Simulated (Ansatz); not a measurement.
CeO2:
```cif
data_CeO2
_chemical_formula_sum 'Ce1 O2'
_space_group_name_H-M_alt 'P 1'
_space_group_IT_number 1
_cell_length_a 3.81737
_cell_length_b 3.81737
_cell_length_c 3.81737
_cell_angle_alpha 60.000
_cell_angle_beta 60.000
_cell_angle_gamma 60.000
loop_
_space_group_symop_operation_xyz
  'x, y, z'
loop_
_atom_site_label
_atom_site_type_symbol
_atom_site_fract_x
_atom_site_fract_y
_atom_site_fract_z
_atom_site_occupancy
Ce1 Ce 0.00000 0.00000 0.00000 1
O1 O 0.25000 0.25000 0.25000 1
O2 O 0.75000 0.75000 0.75000 1
```

Relaxed with PBEsol.

Task: Give the optical modes at the zone centre with their infrared activity from DFPT, DFT-PBEsol in the program Ansatz with PAW potentials.

Result: Transverse frequencies, without the LO–TO term; a row sums one degenerate level.

| ω (cm⁻¹) | degeneracy | IR ((D/Å)²/amu) | activity | symmetry |
|---|---|---|---|---|
| 277 | 3 | 88.35 | IR | T1u |
| 433 | 3 | 0.00 | IR-inactive | T2g |

Task: How high does the top mode go among those that the LO–TO term moves?

Result: 530 cm⁻¹ for q along x.

Space group Fm-3m (fluorite). The PBEsol relaxation kept the symmetry of its start. The run is not spin-polarised. The 4f shell is in the valence. No Hubbard U is applied. Scalar-relativistic: spin–orbit coupling is off unless named, which matters more the heavier the elements.

Potentials: the earlier of the program's two PAW sets. The files were generated under PBE; for other functionals the program regenerates the frozen cores, and for LDA and PBEsol the local potential too.
